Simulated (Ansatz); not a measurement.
Values for one crystal, relaxed and computed with LDA in the plane-wave PAW code Ansatz; other levels are named.

| Item | Value |
|---|---|
| Volume per atom | 14.52 Å³ |
| Electronic character | metallic (no gap) |
| Density of states at the Fermi level | 0.25 states/eV per atom (mean over ±0.08 eV) |
| Elastic constants (relaxed ions, GPa) | C11 = 410, C12 = 220, C44 = 160 |
| Highest zone-centre frequency | 183 cm⁻¹ |
| Debye temperature from the elastic constants | 365 K |
| Bulk modulus (Birch–Murnaghan fit) | 283 GPa |

**Question.** Pick the material that matches.
A. TiPt3, Cu3Au type
B. ScAl3, Cu3Au type
C. Ga2Pt, fluorite or antifluorite type
D. Al2Pt, fluorite or antifluorite type

**Answer.** A, TiPt3, Cu3Au type

Space group Pm-3m (Cu3Au type). Symmetry was held in the LDA relaxation; of distortions, only those at the zone centre were tested. No spin polarisation was allowed. As this level gives no gap, shear constants depend on the k-mesh and smearing (Fermi–Dirac, 0.1 eV here). As this level gives no gap, phonon frequencies hold no LO–TO term and depend on the k-mesh and smearing (Fermi–Dirac, 0.1 eV here). Spin–orbit coupling is left out wherever it is not named.

Potentials: the later of the program's two PAW sets.
